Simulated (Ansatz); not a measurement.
Input:

SnS₂:
```yaml
crystal:
  lattice:
    - [-2.68861, 2.68861, 5.22024]
    - [2.68861, -2.68861, 5.22024]
    - [2.68861, 2.68861, -5.22024]
  atoms:
    - { symbol: Sn, position: [0.75000, 0.25000, 0.50000] }
    - { symbol: Sn, position: [0.00000, 0.00000, 0.00000] }
    - { symbol: S, position: [0.87500, 0.84586, 0.47086] }
    - { symbol: S, position: [0.15414, 0.62500, 0.02914] }
    - { symbol: S, position: [0.37500, 0.40414, 0.52914] }
    - { symbol: S, position: [0.59586, 0.12500, 0.97086] }
```

This is the LDA-relaxed structure.

Q: All from DFT-LDA in the program Ansatz with PAW potentials, unless another level is named. Predict the bulk modulus (Birch–Murnaghan fit).

A: 19.2 GPa.

Q: Next, the highest zone-centre frequency (without LO–TO term)?

A: 347 cm⁻¹.

Space group I-42d. The workflow started from a Materials Project entry (that database holds measured and hypothetical structures alike); the Crystallography Open Database copy checked does not list it. It is not the phase usual at ambient conditions (space group No. 164). The cell was relaxed with LDA under the symmetry of its start; of distortions, only those at the zone centre were tested. Spin–orbit coupling is left out wherever it is not named.

Potentials: the later of the program's two PAW sets.
